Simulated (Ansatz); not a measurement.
Relaxed W (bcc, W type):

```xyz
2
Lattice="-3.1693 3.1693 3.1693 1.5846 -1.5846 1.5846 1.5846 1.5846 -1.5846" Properties=species:S:1:pos:R:3 pbc="T T T"
W      0.0000     0.0000     0.0000
W     -1.5846     1.5846     1.5846
```

Scan: atom 2 (W, nearest neighbour W at 2.745 Å; its periodic images, 2.7 Å or more away, move with it) is displaced along Cartesian x, direction (1.000, 0.000, 0.000) in Cartesian axes, by s. The other atoms stay.

Method: r2SCAN (plane waves to 500 eV, PAW, scalar-relativistic; Ansatz, a first-principles code). k mesh 17×17×17 (Γ-centred), Fermi-Dirac smearing 0.05 eV. Energies are smeared free energies. With partly filled bands, energies and forces of such displacements shift with the k mesh and the smearing. F∥ is the force on the atom along that direction. On this mesh the relaxed cell isn't quite at rest: it carries a pressure of -0.1 GPa (compression positive) at the zero of the scan. Spin-orbit coupling is left out, though W is heavy. W is run without spin polarisation. W was relaxed with its symmetry unable to fall. The zero of ΔE is the undisplaced structure.

```json
[
 {"s (Å)": "-0.270", "ΔE (eV/cell)": "[?]", "F∥ (eV/Å)": "1.943"},
 {"s (Å)": "-0.216", "ΔE (eV/cell)": "0.150", "F∥ (eV/Å)": "1.484"},
 {"s (Å)": "-0.162", "ΔE (eV/cell)": "[?]", "F∥ (eV/Å)": "1.067"},
 {"s (Å)": "-0.108", "ΔE (eV/cell)": "[?]", "F∥ (eV/Å)": "[?]"},
 {"s (Å)": "-0.054", "ΔE (eV/cell)": "0.009", "F∥ (eV/Å)": "0.323"},
 {"s (Å)": "0.000", "ΔE (eV/cell)": "0.000", "F∥ (eV/Å)": "0.000"},
 {"s (Å)": "0.054", "ΔE (eV/cell)": "0.009", "F∥ (eV/Å)": "-0.323"},
 {"s (Å)": "0.108", "ΔE (eV/cell)": "[?]", "F∥ (eV/Å)": "[?]"},
 {"s (Å)": "0.162", "ΔE (eV/cell)": "[?]", "F∥ (eV/Å)": "-1.067"},
 {"s (Å)": "0.216", "ΔE (eV/cell)": "0.150", "F∥ (eV/Å)": "-1.484"},
 {"s (Å)": "0.270", "ΔE (eV/cell)": "[?]", "F∥ (eV/Å)": "-1.943"}
]
```

### Question
Complete the blanks.

### Answer

- -0.270, ΔE (eV/cell): 0.243
- -0.162, ΔE (eV/cell): 0.082
- -0.108, ΔE (eV/cell): 0.035
- -0.108, F∥ (eV/Å): 0.667
- 0.108, ΔE (eV/cell): 0.035
- 0.108, F∥ (eV/Å): -0.667
- 0.162, ΔE (eV/cell): 0.082
- 0.270, ΔE (eV/cell): 0.243

(For displaced atoms, the force is minus the slope of the energy, and its curvature is a force constant, which sets phonon frequencies.)
